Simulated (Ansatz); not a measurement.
The relaxed structure here is a generated cell of TiB2: the first start was made by placing the elements on the sites of a structure type, and the end was not matched to a known phase here, so it may be hypothetical. Known forms of TiB2 include space group No. 191.

One starting cell of TiB₂ (a generated cell, TiB2 placed in the AFLOW prototype AB2_oP6_58_a_g (C35, as in CaCl2)) was relaxed twice with Ansatz (plane waves, PAW, scalar-relativistic): with r2SCAN at 500 eV and with PBE at 420 eV. The r2SCAN result:

```xyz
3
Lattice="-1.6984 2.1224 2.3458 1.6984 -2.1224 2.3458 1.6984 2.1224 -2.3458" Properties=species:S:1:pos:R:3 pbc="T T T"
Ti     0.0000     0.0000     0.0000
B      1.6984     0.0000     1.5520
B      0.0000     2.1224     0.7938
```

| quantity | r2SCAN | PBE |
|---|---|---|
| space group | Immm | Immm |
| volume (Å³/atom) | 11.27 | (withheld) |
| a (Å) | 3.397 | (withheld) |
| b (Å) | 4.245 | (withheld) |
| c (Å) | 4.692 | (withheld) |
| gap (eV, no spin-orbit coupling) | 0.00 | (withheld) |

Question: What does PBE give for the same quantities?

Answer: 
- volume (Å³/atom), PBE: 11.26
- a (Å), PBE: 3.394
- b (Å), PBE: 4.233
- c (Å), PBE: 4.702
- gap (eV, no spin-orbit coupling), PBE: 0.00

Both levels end in the same structure; PBE's volume is within 0.5 % of r2SCAN's. Neither column is exact.

No spin polarisation in the result.

The run could not lower the symmetry of its start; a shaken copy of this end point relaxes with r2SCAN to I4₁/amd (No. 141), 1.39 eV/atom lower.

Ansatz is an electronic-structure program.
